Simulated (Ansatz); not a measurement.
How far is PAW off for HfH₂?

```
Hf H
1.0
    -1.70422    1.70422    2.18050
     1.70422   -1.70422    2.18050
     1.70422    1.70422   -2.18050
Hf H
1 2
Direct
  0.00000 0.00000 0.00000
  0.75000 0.25000 0.50000
  0.25000 0.75000 0.50000
```

Atoms are numbered in the order listed.

Conventional cell: a = 3.408 Å, b = 3.408 Å, c = 4.361 Å, α = 90.00°, β = 90.00°, γ = 90.00°. Hf (atom 1) is surrounded by 8 H at 2.02 Å. H (atom 2) has 4 Hf at 2.02 Å and 2 H at 2.18 Å as nearest neighbours.

The geometry is COD entry 2310961, unchecked; take it as a test cell. The listed cell was then made from it by scaling, straining or moving an atom.

Spin–orbit coupling is left out, though it moves levels of the heavy atoms by tenths of an eV or more.

Methods: DFT, LDA, PAW with Ansatz's default frozen-core files, scalar-relativistic (Ansatz 0.2.0); DFT, LDA, all-electron PAW with datasets made for the crystal, scalar-relativistic (Ansatz 0.2.0); DFT, LDA, all-electron LAPW, scalar-relativistic (Ansatz 0.2.0).

For PAW: a Γ-centred 12×12×12 k mesh, Fermi–Dirac smearing of 0.03 eV, cutoff 420 eV, no spin polarisation; the PAW files were made with PBE, and the program remakes their frozen cores for this functional. The crystal-made all-electron datasets (AE datasets) take a cutoff of 420 eV at this cell. LAPW targets a basis error of 0.5 meV/atom. The Ansatz runs share mesh, smearing and spin set-up. Plane-wave (PAW) pressures include the program's estimate of the Pulay term.

Stress and pressure are positive in compression.

The change that made this cell: equal xx and yy strain of -2 %.

No spin–orbit coupling: at heavy atoms the gradients can be off by tens of per cent for that reason.

In a metal, gradients converge slowly with the k mesh: the values move by tens of per cent from one mesh to another, at times in sign, so only the comparison on one mesh counts.

```
                                               quantity    PAW  AE datasets   LAPW
                                         pressure (GPa)  -2.42        -2.38  -2.38
                                        stress xx (GPa)  -1.59        -1.55  -1.55
                                        stress zz (GPa)  -4.08        -4.05  -4.04
largest principal field gradient Vzz at Hf1 (10²¹ V/m²)  -3.07        -3.28      –
```

PAW's pressure differs from the LAPW value by -0.04 GPa.
